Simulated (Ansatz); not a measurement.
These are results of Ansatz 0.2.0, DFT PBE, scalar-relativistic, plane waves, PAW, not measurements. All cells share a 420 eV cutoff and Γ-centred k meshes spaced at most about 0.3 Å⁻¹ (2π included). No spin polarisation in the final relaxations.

All energies are static (0 K, no zero-point motion).

Two relaxed structures of K2MgFeC6N6:

1.

```yaml
crystal:
  lattice:
    - [3.55220, 2.05086, 6.12847]
    - [-3.55220, 2.05086, 6.12847]
    - [0.00000, -4.10173, 6.12847]
  atoms:
    - { symbol: K, position: [0.72064, 0.72064, 0.72064] }
    - { symbol: K, position: [0.21955, 0.21955, 0.21955] }
    - { symbol: Mg, position: [0.50336, 0.50336, 0.50336] }
    - { symbol: Fe, position: [0.00340, 0.00340, 0.00340] }
    - { symbol: C, position: [0.77227, 0.18600, 0.87435] }
    - { symbol: C, position: [0.18600, 0.87435, 0.77227] }
    - { symbol: C, position: [0.87435, 0.77227, 0.18600] }
    - { symbol: C, position: [0.23321, 0.82146, 0.13487] }
    - { symbol: C, position: [0.82146, 0.13487, 0.23321] }
    - { symbol: C, position: [0.13487, 0.23321, 0.82146] }
    - { symbol: N, position: [0.63013, 0.30292, 0.78968] }
    - { symbol: N, position: [0.30292, 0.78968, 0.63013] }
    - { symbol: N, position: [0.78968, 0.63013, 0.30292] }
    - { symbol: N, position: [0.37366, 0.71274, 0.22086] }
    - { symbol: N, position: [0.71274, 0.22086, 0.37366] }
    - { symbol: N, position: [0.22086, 0.37366, 0.71274] }
```

2.

```yaml
crystal:
  lattice:
    - [0.00000, 5.20436, 5.20436]
    - [5.20436, 0.00000, 5.20436]
    - [5.20436, 5.20436, 0.00000]
  atoms:
    - { symbol: K, position: [0.25000, 0.25000, 0.25000] }
    - { symbol: K, position: [0.75000, 0.75000, 0.75000] }
    - { symbol: Mg, position: [0.50000, 0.50000, 0.50000] }
    - { symbol: Fe, position: [0.00000, 0.00000, 0.00000] }
    - { symbol: C, position: [0.81989, 0.18011, 0.18011] }
    - { symbol: C, position: [0.18011, 0.81989, 0.18011] }
    - { symbol: C, position: [0.18011, 0.18011, 0.81989] }
    - { symbol: C, position: [0.18011, 0.81989, 0.81989] }
    - { symbol: C, position: [0.81989, 0.18011, 0.81989] }
    - { symbol: C, position: [0.81989, 0.81989, 0.18011] }
    - { symbol: N, position: [0.70688, 0.29312, 0.29312] }
    - { symbol: N, position: [0.29312, 0.70688, 0.29312] }
    - { symbol: N, position: [0.29312, 0.29312, 0.70688] }
    - { symbol: N, position: [0.29312, 0.70688, 0.70688] }
    - { symbol: N, position: [0.70688, 0.29312, 0.70688] }
    - { symbol: N, position: [0.70688, 0.70688, 0.29312] }
```

Question: Which form is favoured at zero pressure, and by what margin per atom?

Answer: Cell 1 is lower, by 12 meV/atom. Cell 1 has space group R3 (No. 146), 16.7 Å³/atom and a gap of 4.28 eV on its mesh; cell 2 has space group Fm-3m (No. 225), 17.6 Å³/atom and a gap of 3.60 eV. The shortest distance is 1.18 Å (C–N) in cell 1 and 1.18 Å (C–N) in cell 2. The denser one is the lower, and pressure would at first widen the difference. In cell 1, around K on its first site lie 6 N at 3.16–3.22 Å and 6 C at 3.26–3.32 Å; around Mg lie 6 N at 2.18–2.19 Å; around Fe lie 6 C at 1.88 Å; around C on its first site lie 1 N at 1.18 Å, 1 Fe at 1.88 Å, 4 C at 2.65–2.68 Å, 1 Mg at 3.30 Å and 2 K at 3.32–3.41 Å; N on its first site is surrounded by 1 C at 1.18 Å, 1 Mg at 2.19 Å, 1 K at 3.04 Å, 4 N at 3.05–3.12 Å, 1 Fe at 3.06 Å and 1 K at 3.22 Å; 3 more sites not described. In cell 2, K has 12 N at 3.71 Å and 12 C at 3.75 Å; Mg has 6 N at 2.15 Å; around Fe lie 6 C at 1.87 Å; C is surrounded by 1 N at 1.18 Å, 1 Fe at 1.87 Å, 4 C at 2.65 Å, 1 Mg at 3.33 Å, 4 N at 3.58 Å, 1 C at 3.75 Å and 4 K at 3.75 Å; around N lie 1 C at 1.18 Å, 1 Mg at 2.15 Å, 4 N at 3.05 Å, 1 Fe at 3.05 Å, 4 C at 3.58 Å and 4 K at 3.71 Å. Both come from invented guesses.

Kohn–Sham gaps at this level usually fall short of measured ones. Trial moments died out on the coarse mesh in Fm-3m; another magnetic start might hold. Cells relaxed within their symmetry can be saddle points. The R3 cell of K2MgFeC6N6 came from shaking the Fm-3m one.
